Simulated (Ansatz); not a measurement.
The calculation used DFT PBE, scalar-relativistic, plane waves, PAW (Ansatz 0.2.0). All cells share a 420 eV cutoff and Γ-centred k meshes spaced at most about 0.3 Å⁻¹ (about 0.25 or finer for metals, 2π included). No spin polarisation in the final relaxations.

All energies are static (0 K, no zero-point motion).

Two relaxed structures of Sn2TeO3:

A. Space group P6mm (No. 183), hexagonal, a = 6.302 Å, c = 3.145 Å. Around Sn lie 3 O at 2.13 Å; Te has 2 Te at 3.14 Å and 6 O at 3.15 Å; around O lie 2 Sn at 2.13 Å, 2 Sn at 2.74 Å, 6 O at 3.14–3.15 Å and 2 Te at 3.15 Å.

B. Space group P4/mmm (No. 123), tetragonal, a = 6.398 Å, c = 4.067 Å. Around Sn lie 2 O at 2.03 Å and 2 Te at 3.20 Å; Te has 2 O at 2.03 Å; O on a site of symmetry mmm is surrounded by 2 Sn at 2.03 Å; O on a site of symmetry 4/mmm has 2 Te at 2.03 Å.

Problem. Which form is favoured at zero pressure, and by what margin per atom?

Solution. A is lower, by 177 meV/atom. A has space group P6mm (No. 183), 18.0 Å³/atom and no gap on its mesh; B has space group P4/mmm (No. 123), 27.8 Å³/atom and no gap. Counting O or Te atoms around Sn (for each partner element, those within 1.25 times its shortest distance or 1.15 times the sum of covalent radii, where it is the nearest in units of that sum or under 1.3; a plus sign parts groups by distance over the sum of covalent radii), A has Sn 3 and B has Sn 2+2. The denser one is the lower, and pressure would at first widen the difference. Both come from invented guesses. A third cell relaxed alike, in P-4m2, lies 157 meV/atom below the lower of the two.

Spin–orbit coupling, which can matter for Te, is left out. Cells relaxed within their symmetry can be saddle points.
